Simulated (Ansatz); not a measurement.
# YbAl₃ in the AuCu3-type structure

Computed with Ansatz (plane waves, PAW, 420 eV cutoff): PBEsol, scalar-relativistic, no spin polarisation, 8×8×8 k-mesh, Gaussian smearing of 0.05 eV; PAW files: Ansatz's generated set soft_2.

```
Yb Al
1.0
     4.17828    0.00000    0.00000
     0.00000    4.17828    0.00000
     0.00000    0.00000    4.17828
Yb Al
1 3
Direct
  0.00000 0.00000 0.00000
  0.00000 0.50000 0.50000
  0.50000 0.50000 0.00000
  0.50000 0.00000 0.50000
```

The structure was built from a prototype; whether the compound forms in it isn't claimed.

Cell and atoms are those of this level's equilibrium.

The cell has space group Pm-3m (read at 0.01 Å). In it the stress is 0.02, 0.02, 0.02, 0.00, 0.00, 0.00 GPa and the largest force component 0.000 eV/Å. Each change below starts from this cell, without further relaxation. Stress is in GPa, positive in compression, in the order xx, yy, zz, yz, xz, xy; energies are counted from the cell above and are free energies with the smearing's entropy, which match forces and stress in a metal.

Question: One atom was moved along a Cartesian axis, and these forces appeared. Which atom, and about how far?
| atom | Fx (eV/Å) | Fy | Fz |
| --- | --- | --- | --- |
| Yb1 | 0.084 | 0.000 | 0.000 |
| Al2 | -0.270 | 0.000 | 0.000 |
| Al3 | 0.093 | 0.000 | 0.000 |
| Al4 | 0.093 | 0.000 | 0.000 |

Answer: Atom 2 (Al) is moved by 0.08 Å along x; the energy changes by 10.8 meV per cell.

Question: A single strain component, atoms carried along, gave the stress 0.04, 0.04, 0.02, 0.00, 0.00, 0.72. Which component, and about how large?

Answer: An engineering strain of -1 % in xy; the energy changes by 1.6 meV per cell.

Without a U the 4f levels of Yb lie too near the Fermi level, so their share of the states there, and what hangs on it, is overstated. These numbers lack spin–orbit coupling. Spin polarisation wasn't allowed in this run, so with an open shell this may not be the ground state.
